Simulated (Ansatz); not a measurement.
Here is the system:

HfN:
```cif
data_Hf2N2
_chemical_formula_sum 'Hf2 N2'
_space_group_name_H-M_alt 'P 1'
_space_group_IT_number 1
_cell_length_a 5.81701
_cell_length_b 5.81701
_cell_length_c 5.81701
_cell_angle_alpha 150.214
_cell_angle_beta 150.214
_cell_angle_gamma 42.627
loop_
_space_group_symop_operation_xyz
  'x, y, z'
loop_
_atom_site_label
_atom_site_type_symbol
_atom_site_fract_x
_atom_site_fract_y
_atom_site_fract_z
_atom_site_occupancy
Hf1 Hf 0.00444 0.00444 0.00000 1
Hf2 Hf 0.75444 0.25444 0.50000 1
N1 N 0.41156 0.41156 0.00000 1
N2 N 0.16156 0.66156 0.50000 1
```

This is the PBE-relaxed structure.

**Question.** All from the program Ansatz at the PBE level (PAW), unless another level is named. Give the electronic character.

**Answer.** metallic (no gap).

**Question.** Next, the density of states at the Fermi level?

**Answer.** 0.72 states/eV per atom (mean over ±0.08 eV).

**Question.** And the formation energy from the elements (no fitted shifts)?

**Answer.** -1.25 eV/atom.

Space group I4_1md. A made-up cell: these elements were put on the sites of a structure type; neither database checked (COD, Materials Project) lists it. It is not the phase usual at ambient conditions (space group No. 225). Symmetry was held in the PBE relaxation; its stability against distortions is not shown here. No spin polarisation was allowed. The references are the lowest solids computed at this level, not always the standard phases (solids in place of the gases). Scalar-relativistic: spin–orbit coupling is off unless named, which matters more the heavier the elements.

Potentials: the later of the program's two PAW sets.
